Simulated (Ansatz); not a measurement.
Rb2NbCuSe4:
Space group Fddd, origin choice 1 (No. 70); a = 5.6362 Å, b = 13.3974 Å, c = 23.7625 Å, α = β = γ = 90.00°

| atom | site | symmetry | x | y | z |
|---|---|---|---|---|---|
| Rb | 16g | ..2 | 0.0000 | 0.0000 | 0.1794 |
| Nb | 8a | 222 | 0.0000 | 0.0000 | 0.0000 |
| Cu | 8b | 222 | 0.5000 | 0.5000 | 0.5000 |
| Se | 32h | 1 | 0.0002 | 0.1473 | 0.6927 |
(The calculation used a cell of 16 atoms; values per cell refer to that cell.)

Relaxed with LDA.

Task: Which orbitals make up the states near the band edges in LDA (plane waves, PAW; program Ansatz)?

Result: Top 1 eV of the valence band: Se 4p 69 %, Cu 3d 24 %. Bottom 1 eV of the conduction band: Nb 4d 52 %, Se 4p 31 %, outside the projected shells 9 %. Projections are on Löwdin-orthogonalised atomic valence shells; empty p or d shells of many metals are not among them.

Task: Tabulate the density of states.

Result: States/eV per cell of 16 atoms, in 0.25 eV bins, energy from the valence-band maximum.

| E (eV) | total | Se 4p | Cu 3d | Nb 4d |
|---|---|---|---|---|
| -7.85 | 0.00 | 0.00 | 0.00 | 0.00 |
| -7.60 | 0.00 | 0.00 | 0.00 | 0.00 |
| -7.35 | 0.00 | 0.00 | 0.00 | 0.00 |
| -7.10 | 0.00 | 0.00 | 0.00 | 0.00 |
| -6.85 | 0.00 | 0.00 | 0.00 | 0.00 |
| -6.60 | 0.00 | 0.00 | 0.00 | 0.00 |
| -6.35 | 0.00 | 0.00 | 0.00 | 0.00 |
| -6.10 | 0.00 | 0.00 | 0.00 | 0.00 |
| -5.85 | 0.00 | 0.00 | 0.00 | 0.00 |
| -5.60 | 0.00 | 0.00 | 0.00 | 0.00 |
| -5.35 | 0.00 | 0.00 | 0.00 | 0.00 |
| -5.10 | 0.00 | 0.00 | 0.00 | 0.00 |
| -4.85 | 0.00 | 0.00 | 0.00 | 0.00 |
| -4.60 | 3.86 | 1.92 | 0.24 | 0.83 |
| -4.35 | 6.57 | 3.40 | 0.29 | 1.30 |
| -4.10 | 5.56 | 3.28 | 0.07 | 0.67 |
| -3.85 | 0.32 | 0.15 | 0.09 | 0.06 |
| -3.60 | 13.94 | 7.78 | 2.93 | 1.61 |
| -3.35 | 21.32 | 10.55 | 6.60 | 2.19 |
| -3.10 | 26.94 | 11.57 | 11.14 | 2.98 |
| -2.85 | 20.17 | 8.88 | 8.36 | 2.05 |
| -2.60 | 16.93 | 9.02 | 5.75 | 1.29 |
| -2.35 | 28.41 | 17.94 | 6.03 | 3.23 |
| -2.10 | 19.67 | 11.71 | 4.81 | 2.45 |
| -1.85 | 17.56 | 9.15 | 4.91 | 2.65 |
| -1.60 | 20.82 | 9.49 | 6.65 | 3.59 |
| -1.35 | 17.84 | 6.58 | 6.56 | 3.58 |
| -1.10 | 4.09 | 1.72 | 1.40 | 0.65 |
| -0.85 | 6.60 | 4.43 | 1.77 | 0.15 |
| -0.60 | 17.31 | 11.06 | 4.72 | 0.91 |
| -0.35 | 16.10 | 11.76 | 3.23 | 0.53 |
| -0.10 | 7.99 | 5.92 | 1.68 | 0.13 |
| 0.15 | 0.00 | 0.00 | 0.00 | 0.00 |
| 0.40 | 0.00 | 0.00 | 0.00 | 0.00 |
| 0.65 | 0.00 | 0.00 | 0.00 | 0.00 |
| 0.90 | 0.00 | 0.00 | 0.00 | 0.00 |
| 1.15 | 0.00 | 0.00 | 0.00 | 0.00 |
| 1.40 | 0.00 | 0.00 | 0.00 | 0.00 |
| 1.65 | 2.23 | 0.58 | 0.02 | 1.36 |
| 1.90 | 12.01 | 3.60 | 0.36 | 6.61 |
| 2.15 | 18.06 | 5.98 | 0.60 | 9.69 |
| 2.40 | 12.20 | 3.80 | 0.25 | 5.94 |
| 2.65 | 13.38 | 4.54 | 0.21 | 5.92 |
| 2.90 | 15.77 | 5.84 | 0.20 | 6.90 |
| 3.15 | 6.19 | 2.41 | 0.05 | 2.36 |
| 3.40 | 1.19 | 0.37 | 0.00 | 0.25 |
| 3.65 | 0.94 | 0.19 | 0.00 | 0.03 |
| 3.90 | 1.66 | 0.29 | 0.00 | 0.04 |
| 4.15 | 5.63 | 0.69 | 0.01 | 0.27 |
| 4.40 | 5.52 | 0.64 | 0.01 | 0.17 |
| 4.65 | 7.37 | 0.45 | 0.01 | 0.20 |
| 4.90 | 8.96 | 0.51 | 0.02 | 0.26 |
| 5.15 | 6.38 | 0.45 | 0.01 | 0.19 |
| 5.40 | 11.51 | 0.86 | 0.02 | 0.45 |
| 5.65 | 11.30 | 0.74 | 0.02 | 0.48 |
| 5.90 | 17.04 | 0.91 | 0.03 | 0.57 |
| 6.15 | 10.91 | 0.56 | 0.01 | 0.33 |
| 6.40 | 13.83 | 0.60 | 0.02 | 0.34 |

The workflow started from a Materials Project entry (that database holds measured and hypothetical structures alike); the Crystallography Open Database files this formula in space group No. 70, but the cells were not matched. Its standing as an ambient phase is unchecked. Symmetry was held in the LDA relaxation; its stability against distortions is not shown here. The run is not spin-polarised. Spin–orbit coupling is left out wherever it is not named.

Potentials: the later of the program's two PAW sets.
